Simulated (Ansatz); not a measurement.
Theory: DFT PBEsol, scalar-relativistic, plane waves, PAW in Ansatz 0.2.0.

Settings: cutoff 420 eV, Γ-centred mesh 8×8×8 on the computed 6-atom cell, Gaussian smearing of 0.10 eV; no spin polarisation.

Structure with the computed forces (eV/Å) in the last three columns:

```xyz
6
Lattice="-3.1197 3.1197 2.7770 3.1197 -3.1197 2.7770 3.1197 3.1197 -2.7770" Properties=species:S:1:pos:R:3:forces:R:3 pbc="T T T" pressure_GPa=1.71
Zr    1.1557    4.2755    1.3885   -0.5980   -0.5980    0.0000
Zr   -1.1557    1.9640    1.3885    0.5980    0.5980    0.0000
Zr    4.2755   -1.1557    1.3885   -0.5980    0.5980    0.0000
Zr    1.9640    1.1557    1.3885    0.5980   -0.5980    0.0000
Fe    0.0000    0.0000    2.7770    0.0000    0.0000    0.0000
Ni    0.0000    0.0000    0.0000    0.0000    0.0000    0.0000
```

Stress tensor (GPa, compression positive):

```
1.64 0.00 0.00
0.00 1.64 0.00
0.00 0.00 1.86
```

Spin polarisation was left out, and a magnetic state may lie lower.

Cost: 1 run of about 0.21 core-minutes, on Intel Xeon 6975P-C (Granite Rapids) (shared hosts).